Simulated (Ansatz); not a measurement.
A geometry of As₂Se₃ away from equilibrium: the start of the relaxation of a generated trial cell of As2Se3 in the stibnite structure type. Level of theory: r2SCAN (plane waves to 500 eV, PAW, scalar-relativistic; Ansatz, an electronic-structure program). Γ-centred k-mesh 2×5×2 on the run's cell (coarser than for final values), Fermi–Dirac smearing 0.05 eV.

```xyz
20
Lattice="11.1226 0.0000 0.0000 0.0000 3.7755 0.0000 0.0000 0.0000 11.0664" Properties=species:S:1:pos:R:3 pbc="T T T"
As    10.7959     0.9439     1.9253
As     5.2346     0.9439     3.6079
As     0.3267     2.8316     9.1410
As     5.8879     2.8316     7.4585
As     7.2229     0.9439    10.6676
As     1.6616     0.9439     5.9319
As     3.8997     2.8316     0.3987
As     9.4610     2.8316     5.1345
Se     3.2500     0.9439     2.1226
Se     8.8113     0.9439     3.4105
Se     7.8725     2.8316     8.9437
Se     2.3113     2.8316     7.6558
Se     5.0096     0.9439     9.7052
Se    10.5709     0.9439     6.8943
Se     6.1130     2.8316     1.3612
Se     0.5517     2.8316     4.1720
Se     6.9471     0.9439     6.2093
Se     1.3859     0.9439    10.3902
Se     4.1754     2.8316     4.8570
Se     9.7367     2.8316     0.6762
```

Task: Which atoms carry the largest force, and which way does it point?

Result: 0.65 eV/Å, on As5, As6, As7, As8 (atoms numbered as listed); on As5 its components are (-0.61, 0.00, -0.22).

Task: What is the pressure?

Result: +1.9 GPa, compression positive.

Task: How much energy per atom can still be gained by relaxing?

Result: 0.05 eV/atom; the path ends in Pnma (No. 62) (AFLOW prototype A3B2_oP20_62_3c_2c (D5_8, as in Sb2S3)).

No spin polarisation in the result.

The run could not lose the symmetry of its start, so the end can be a saddle point.

The end of the path is a generated cell of As2Se3: the first start was made by placing the elements on the sites of a structure type, and the end was not matched to a known phase here, so it may be hypothetical.
